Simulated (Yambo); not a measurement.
```
CELL_PARAMETERS angstrom
      0.00000     2.97066     2.97066
      2.97066     0.00000     2.97066
      2.97066     2.97066     0.00000
ATOMIC_POSITIONS crystal
  S  0.75000 0.75000 0.75000
  Cd 0.00000 0.00000 0.00000
```

CdS (zinc blende, space group F-43m, No. 216) under isotropic strain of +2 % on all lattice vectors: mean Im ε in 1 eV windows above the direct gap of 2.02 eV, for different electron-hole kernels (Yambo, broadening 0.15 eV, norm-conserving PBEsol (Quantum ESPRESSO, 102 Ry, no spin-orbit coupling) bands; 8×8×8 mesh, 3 valence and 1 conduction bands, static screening with 30 bands and a 4 Ry block, scissor 1.14 eV, Tamm-Dancoff; field along x).

| window (eV) | independent quasiparticles | BSE |
|---|---|---|
| 2.0 to 3.0 | 1.6 | 2.7 |
| 3.0 to 4.0 | 2.3 | 3.9 |
| 4.0 to 5.0 | 4.0 | 5.5 |
| 5.0 to 6.0 | 4.6 | 3.9 |

This run doesn't resolve bound excitons or single peaks, so only averages are given, and they too depend on the mesh; weight that the attraction moves below the gap isn't listed. All transitions below 6.78 eV are in the band window. The scissor comes from a G0W0 run whose convergence isn't established.

Spin-orbit splittings are left out.

Geometry strained from the cell relaxed with PBEsol, atoms relaxed again.
